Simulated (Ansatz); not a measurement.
# KCdF3 — ⁴¹K NMR of the central transition

Cell: a COD entry whose atoms were relaxed with PBE, the cell held.

Space group Pnma (No. 62); a = 6.1030, b = 8.6600, c = 6.1030 Å.

```csv
site,Wyckoff,site symmetry,x,y,z
K,4c,.m.,0.0444,0.2500,0.9921
Cd,4b,-1,0.0000,0.0000,0.5000
F9,4c,.m.,0.4767,0.2500,0.0842
F13,8d,1,0.2978,0.0438,0.7016
```

One atom of each set is listed.

Method: Kohn–Sham DFT in Ansatz, PBE, plane waves and PAW, scalar-relativistic, 420 eV cutoff, Γ-centred 4×3×4 k-points, Fermi–Dirac smearing 0.02 eV.

⁴¹K has I = 3/2 and Q = 73.40 mb (Pyykkö 2018); at 23.5 T its Larmor frequency is ν₀ = 25.7 MHz. Only the quadrupole interaction is simulated: positions count from each site's isotropic chemical shift, and shift anisotropy, dipolar and J coupling are left out.

Q: Simulate the second-order pattern (static powder, Gaussian broadening 2 kHz) of site K (8 F at 2.62–3.01 Å).

A: The calculation gives C_Q = -2.22 MHz and η = 0.57, so ν_Q = 1.11 MHz and the centre of gravity lies at -207 ppm (-5.31 kHz).

| offset (kHz) | height |
| --- | --- |
| -27.45 | 0 |
| -26.08 | 6 |
| -24.71 | 26 |
| -23.34 | 39 |
| -21.96 | 41 |
| -20.59 | 43 |
| -19.22 | 45 |
| -17.85 | 47 |
| -16.48 | 49 |
| -15.11 | 52 |
| -13.73 | 55 |
| -12.36 | 59 |
| -10.99 | 65 |
| -9.62 | 72 |
| -8.25 | 86 |
| -6.87 | 100 |
| -5.50 | 92 |
| -4.13 | 80 |
| -2.76 | 76 |
| -1.39 | 74 |
| -0.01 | 74 |
| 1.36 | 69 |
| 2.73 | 70 |
| 4.10 | 89 |
| 5.47 | 96 |
| 6.85 | 62 |
| 8.22 | 45 |
| 9.59 | 40 |
| 10.96 | 36 |
| 12.33 | 24 |
| 13.70 | 5 |
| 15.08 | 0 |
